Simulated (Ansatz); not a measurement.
SnTe:
```yaml
crystal:
  lattice:
    - [0.00000, 3.20472, 3.20472]
    - [3.20472, 0.00000, 3.20472]
    - [3.20472, 3.20472, 0.00000]
  atoms:
    - { symbol: Sn, position: [0.00000, 0.00000, 0.00000] }
    - { symbol: Te, position: [0.50000, 0.50000, 0.50000] }
```

Relaxed with PBE. Special points in fractions of this cell's reciprocal vectors: Γ (0.000, 0.000, 0.000); X (0.500, 0.000, 0.500); U (0.625, 0.250, 0.625); K (0.375, 0.375, 0.750); L (0.500, 0.500, 0.500); W (0.500, 0.250, 0.750).

List the band energies nearest the valence-band maximum at these points for PBE with spin–orbit coupling (plane waves, PAW; program Ansatz).

In eV from the valence-band maximum; about four levels below and three above (degenerate sets whole), none deeper than 8.9 eV; points with the same levels are listed once.

| k | below | above |
|---|---|---|
| Γ | -1.68 -1.68 -1.68 -1.68 | 2.74 2.74 3.58 3.58 3.58 3.58 |
| X | -3.66 -3.66 -3.22 -3.22 | 2.46 2.46 4.36 4.36 |
| U | -3.05 -3.05 -2.45 -2.45 | 2.76 2.76 3.25 3.25 |
| L | -1.36 -1.36 0.00 0.00 | 0.11 0.11 0.45 0.45 |
| W | -4.38 -4.38 -0.76 -0.76 | 0.91 0.91 4.54 4.54 |

Space group Fm-3m (rock salt). The PBE relaxation kept the symmetry of its start. At this level the phase is dynamically unstable (imaginary phonons).

Potentials: the later of the program's two PAW sets.
